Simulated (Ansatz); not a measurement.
Q: ScRh₃N (anti-perovskite, space group No. 221) is relaxed with plane-wave PAW PBE (Ansatz code). What lattice parameters of the conventional cell result?

A: a = 4.099 Å.

Q: Is it a metal or does it have a gap at this level?

A: No gap at this level.

Space group Pm-3m (anti-perovskite). The start of the workflow was typed in or built on a structure type; neither database checked (COD, Materials Project) lists it. Whether it is the stable phase at ambient conditions was not checked. The PBE relaxation kept the symmetry of its start; whether a distortion lowers the energy is not shown. The workflow began spin-polarised and lost its moments. Spin–orbit coupling is left out wherever it is not named.

Potentials: the earlier of the program's two PAW sets.
